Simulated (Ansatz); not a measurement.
MoPt:
```
MoPt
1.0
    0.00000     2.59105     2.59105
    2.59105     0.00000     2.59105
    2.59105     2.59105     0.00000
Pt Mo
1 1
Direct
  0.00000   0.00000   0.00000
  0.50000   0.50000   0.50000
```

Relaxed with PBEsol. Special points in fractions of this cell's reciprocal vectors: Γ (0.000, 0.000, 0.000); X (0.500, 0.000, 0.500); U (0.625, 0.250, 0.625); K (0.375, 0.375, 0.750); L (0.500, 0.500, 0.500); W (0.500, 0.250, 0.750).

Problem. List the band energies nearest the Fermi level at these points for the program Ansatz at the PBEsol level (PAW).

Solution. In eV from the Fermi level; about four levels below and three above (degenerate sets whole), none deeper than 8.9 eV; points with the same levels are listed once.

```json
[
 {"k": "Γ", "below": "-6.04 -6.04 -5.40 -5.40 -5.40", "above": "1.55 1.55 1.55"},
 {"k": "X", "below": "-4.64 -2.79 -2.79 -0.93", "above": "0.54 0.54 1.64"},
 {"k": "U", "below": "-4.65 -3.96 -3.11 -0.68", "above": "0.39 0.41 0.45"},
 {"k": "L", "below": "-3.11 -3.11 -1.90 -1.90 -1.55", "above": "0.03 0.03 1.98"},
 {"k": "W", "below": "-5.06 -3.44 -2.78 -1.24", "above": "0.16 0.16 0.51"}
]
```

Space group Fm-3m (rock salt). The start of the workflow was typed in or built on a structure type; neither database checked (COD, Materials Project) lists it. Its standing as an ambient phase is unchecked. The cell was relaxed with PBEsol under the symmetry of its start; whether a distortion lowers the energy is not shown. No spin polarisation was allowed. Its formation energy is positive at this level, so the cell may be metastable or incomplete. Scalar-relativistic: spin–orbit coupling is off unless named, which matters more the heavier the elements.

Potentials: the later of the program's two PAW sets.
